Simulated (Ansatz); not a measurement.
BaGaBO3F2:
```cif
data_B2Ba2F4Ga2O6
_chemical_formula_sum 'Ba2 Ga2 B2 O6 F4'
_space_group_name_H-M_alt 'P63/m'
_space_group_IT_number 176
_space_group_name_Hall '-P 6c'
_cell_length_a 4.89415
_cell_length_b 4.89415
_cell_length_c 9.57661
_cell_angle_alpha 90.000
_cell_angle_beta 90.000
_cell_angle_gamma 120.000
loop_
_atom_site_label
_atom_site_type_symbol
_atom_site_symmetry_multiplicity
_atom_site_Wyckoff_symbol
_atom_site_fract_x
_atom_site_fract_y
_atom_site_fract_z
_atom_site_occupancy
Ba1 Ba 2 b 0.00000 0.00000 0.00000 1
Ga1 Ga 2 c 0.33333 0.66667 0.25000 1
B1 B 2 d 0.66667 0.33333 0.25000 1
O1 O 6 h 0.37532 0.31017 0.25000 1
F1 F 4 f 0.33333 0.66667 0.04568 1
```

Relaxed with r²SCAN. DFT-r²SCAN in the program Ansatz with PAW potentials gives a gap of 6.02 eV.

Task: What gap does HSE06 give on the same cell (Ansatz, PAW)?

Result: 7.21 eV, 1.19 eV more. The hybrid was solved on a coarser mesh and at special points; its gap is the smallest among all of these.

| k | v1 r²SCAN | c1 r²SCAN | v1 HSE06 | c1 HSE06 |
|---|---|---|---|---|
| Γ | -0.38 | 6.02 | -0.38 | 7.21 |
| A | -0.44 | 6.70 | (withheld) | (withheld) |
| K | 0.00 | 7.97 | (withheld) | (withheld) |
| H | 0.00 | 7.81 | (withheld) | (withheld) |
| M | -0.07 | 7.49 | (withheld) | (withheld) |
| L | -0.11 | 7.63 | -0.11 | 8.87 |

Task: Top valence (v1) and lowest conduction level (c1) in eV from each method's valence maximum (which need not be a listed point): supply the withheld HSE06 values.

Result: 
- M, v1 HSE06: -0.07
- M, c1 HSE06: 8.65
- A, v1 HSE06: -0.44
- A, c1 HSE06: 7.94
- K, v1 HSE06: 0.00
- K, c1 HSE06: 9.22
- H, v1 HSE06: 0.00
- H, c1 HSE06: 9.06

Cost on shared cores: the r²SCAN run (SCF on a 7×7×3 mesh, then bands and DOS) about 7 core-minutes (a rough figure), the HSE06 run (SCF on 4×4×2, then a few points) very roughly 12 core-minutes; the tasks are unlike.

Space group P6_3/m. The first step of the workflow began from a Materials Project structure, measured or hypothetical; the Crystallography Open Database files this formula in space group No. 176, but the cells were not matched. Whether it is the stable phase at ambient conditions was not checked. The cell was relaxed with r²SCAN under the symmetry of its start; its stability against distortions is not shown here. Spin–orbit coupling is left out wherever it is not named.

Potentials: the later of the program's two PAW sets.
